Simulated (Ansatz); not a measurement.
Cell and atoms are relaxed with the symmetry kept. Start:

```cif
data_structure
_symmetry_space_group_name_H-M 'P4/mmm'
_symmetry_Int_Tables_number 123
_cell_length_a 2.7235
_cell_length_b 2.7235
_cell_length_c 3.7200
_cell_angle_alpha 90.000
_cell_angle_beta 90.000
_cell_angle_gamma 90.000
_cell_volume 27.59
loop_
_atom_site_label
_atom_site_type_symbol
_atom_site_symmetry_multiplicity
_atom_site_Wyckoff_symbol
_atom_site_fract_x
_atom_site_fract_y
_atom_site_fract_z
_atom_site_occupancy
Fe1 Fe 1 a 0.00000 0.00000 0.00000 1
Pt1 Pt 1 d 0.50000 0.50000 0.50000 1
```

All numbers below come from DFT PBEsol, scalar-relativistic, plane waves, PAW in Ansatz 0.2.0.

Cutoff 420 eV; k points 16×16×12 on the computed 2-atom cell (Γ-centred); Gaussian smearing, width 0.10 eV; collinear spin from starting moments 3.26 0.44 μB.

Question: What does it relax to?

Answer: The volume falls by 0.38 Å³/atom to 13.42 Å³/atom, and the energy falls by 8.0 meV/atom. The cell ends with a moment of 3.21 μB (only this magnetic start was tried). Final structure:
```yaml
crystal:
  lattice:
    - [2.68678, 0.00000, 0.00000]
    - [0.00000, 2.68678, 0.00000]
    - [0.00000, 0.00000, 3.71740]
  atoms:
    - { symbol: Fe, position: [0.00000, 0.00000, 0.00000] }
    - { symbol: Pt, position: [0.50000, 0.50000, 0.50000] }
```

Course of the relaxation (steps run on the plane waves of an earlier cell, and the basis is chosen afresh near the end, so energy and pressure can step there; trial steps that raised the energy were taken back; energies are free energies):

```tsv
step	E − E_final (meV/atom)	P (GPa)	V (Å³/atom)
1	8.0	-5.94	13.80
2	1.5	3.21	13.24
3	-0.2	-0.12	13.42
4	-0.2	0.00	13.42
5	0.0	0.00	13.42
```

Spin-orbit coupling is left out, which matters for the bands of heavy elements. Only parallel moments were tried here.